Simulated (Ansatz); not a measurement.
# SiO2 (rutile), energy against volume

SiO$_{2}$ (rutile)

```xyz
6
Lattice="4.1945 0.0000 0.0000 0.0000 4.1945 0.0000 0.0000 0.0000 2.6782" Properties=species:S:1:pos:R:3 pbc="T T T"
Si     2.0973     2.0973     1.3391
Si     0.0000     0.0000     0.0000
O      3.3810     3.3810     1.3391
O      1.2838     2.9108     0.0000
O      2.9108     1.2838     0.0000
O      0.8135     0.8135     1.3391
```

The volume is varied about the relaxed value V₀ at fixed cell shape. The atoms relax within the cell's symmetry.

The numbers are results of PBEsol (plane waves to 420 eV, PAW, scalar-relativistic; Ansatz, a program for electronic structure), not measurements. k mesh 8×8×12 (Γ-centred), Fermi-Dirac smearing 0.05 eV. Energies are smeared free energies. Stress and pressure are positive under compression. With the shape held, the modulus is that of even scaling; a crystal free to change shape is softer. SiO2 was relaxed with its symmetry unable to fall. The PAW data are Ansatz's earlier set. ΔE is measured from the relaxed starting cell.

| V (Å³/cell) | ΔE (meV/atom) | P (GPa) |
|---|---|---|
| 39.58 | 256.0 | 76.1 |
| 41.47 | 132.8 | 50.6 |
| 43.35 | 54.5 | 30.0 |
| 45.24 | 12.6 | 13.4 |
| 47.12 | 0.0 | 0.0 |
| 49.01 | 11.0 | -10.8 |
| 50.89 | 40.8 | -19.4 |
| 52.78 | 85.9 | -26.3 |
| 54.66 | 143.0 | -31.8 |

What the scan shows:

| Item | Value |
|---|---|
| Pressure at the smallest volume | 76.1 GPa |
| Energy cost of the largest compression | 256.0 meV/atom |
| Energy cost of the largest expansion | 143.0 meV/atom |
| Bulk modulus at fixed cell shape B₀ (third-order Birch-Murnaghan fit) | 298 GPa |
| Pressure derivative B₀′ (fit) | 4.4 |
| Equilibrium volume of the fit | 7.85 Å³/atom |
| Pressure for 5 % compression (fit) | 17.1 GPa |

(A scan under strain: stresses follow from slopes of the energy per volume, elastic moduli from its curvatures.)
